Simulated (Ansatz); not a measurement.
## Ta: strain energy, fitted

Ta, Im-3m, a = 3.305 Å. Ansatz: r2SCAN, PAW, 500 eV, Γ-centred 16×16×16 mesh on 2 atoms, Gaussian smearing 0.10 eV; no spin polarisation. Series: biaxial strain in the a-b plane, c and atoms relaxed; x is the strain in per cent. y is the free energy over the unstrained cell, V0 = 18.045 Å³/atom.

```
x (%) y (meV/atom)
 -6.0             ?
 -4.0         46.52
 -2.0         11.04
  0.0          0.00
  2.0          9.67
  4.0         34.84
  6.0         62.74
```

Fit y = c2 x² + c3 x³ to the other rows, turn c2 into a modulus, and predict the missing energy.

Least squares on the rows shown. y = 2.4775 x² − 0.11772 x³. In eV per unit strain² c2 is 24.77; M is the biaxial modulus (E = M V0 ε²): 24.77 × 160.2 / (18.045) = 220 GPa. With a term in x⁴ added, the coefficient of x² becomes 2.722, 10 % more, which shows how far this figure hangs on the form. At x = -6.0 the fit asked for gives 114.62 meV/atom. The run gave 106.19 meV/atom, so the fit is 8.43 meV/atom too high, 7.9 % of the span of the series, against an rms of 1.38 meV/atom on the fitted rows. The row lies outside the fitted range. With a term in x⁴ added, a fit to the same known rows predicts 102.69 meV/atom, a smaller miss on the other side.

Spin–orbit coupling is left out, which can shift energies with elements as heavy as these.